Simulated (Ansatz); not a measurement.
Au (fcc, Cu type)

```yaml
crystal:
  lattice:
    - [0.00000, 2.06204, 2.06204]
    - [2.06204, 0.00000, 2.06204]
    - [2.06204, 2.06204, 0.00000]
  atoms:
    - { symbol: Au, position: [0.00000, 0.00000, 0.00000] }
```

The slice is a {100} plane (indices of the conventional cell) through the point (0.000, 0.000, 0.000) (fractional), spanned by u = [100] and v = [0 1 -1] in vectors of this cell: u (2.92 Å) and v (2.92 Å, at 90° to u). It covers one period; positions are fractions (u, v).

Calculation: r2SCAN (plane waves to 500 eV, PAW, scalar-relativistic; Ansatz, an electronic-structure program). k mesh 19×19×19. These are valence fields of a PAW run, semicore shells included where kept as valence: close to a nucleus they are smooth pseudo fields. Au was relaxed with its symmetry unable to fall. Spin-orbit coupling is left out, though Au is heavy.

### Question
What is the valence density on the shortest Au–Au line in this plane (2.92 Å), at its midpoint?

### Answer
0.26 e/Å³.

### Question
What is the ELF at the midpoint of the shortest Au–Au line in this plane (2.92 Å)?

### Answer
0.19.

### Question
Sketch the electron localisation function (ELF) on this plane as a map.

### Answer
```
|xxxxx@@%#+=-:::::-=+#%@@xxxx|
|xxxxx@@%#+=-::.::-=+#%@@xxxx|
|xxxx@@%#*+=-::.::-=+*#%@@xxx|
|xxx@@@%#*=-::...::-=*#%@@@xx|
|@@@@@%#*+=-::...::-=+*#%@@@@|
|@@@%%#*+=--:.....:--=+*#%%@@|
|%%%##*+=--::.....::--=+*##%%|
|###**+=--::.......::--=+**##|
|++++==--::...   ...::--==+++|
|====---::...     ...::---===|
|----::::...       ...::::---|
|::::::....         ....:::::|
|::::.....           .....:::|
|::.......           .......:|
|::::.....           .....:::|
|::::::....         ....:::::|
|----::::...       ...::::---|
|====---::...     ...::---===|
|++++==--::...   ...::--==+++|
|###**+=--::.......::--=+**##|
|%%%##*+=--::.....::--=+*##%%|
|@@@%%#*+=--:.....:--=+*#%%@@|
|@@@@@%#*+=-::...::-=+*#%@@@@|
|xxx@@@%#*=-::...::-=*#%@@@xx|
|xxxx@@%#*+=-::.::-=+*#%@@xxx|
|xxxxx@@%#+=-::.::-=+#%@@xxxx|
|xxxxx@@%#+=-:::::-=+#%@@xxxx|
|xxxxx@@%#+=-:::::-=+#%@@xxxx|
```
Scale: ten equal steps from 0.09 (start of ' ') to 0.59 (end of '@'), in the order ' .:-=+*#%@'. Values: electron localisation function (ELF). The map has 28 points along u (one character each, u = 0 at the left) and 28 along v (v = 0 in the bottom row). Points within 0.5 Å of a nucleus are blanked (x), as the pseudised field means little there.
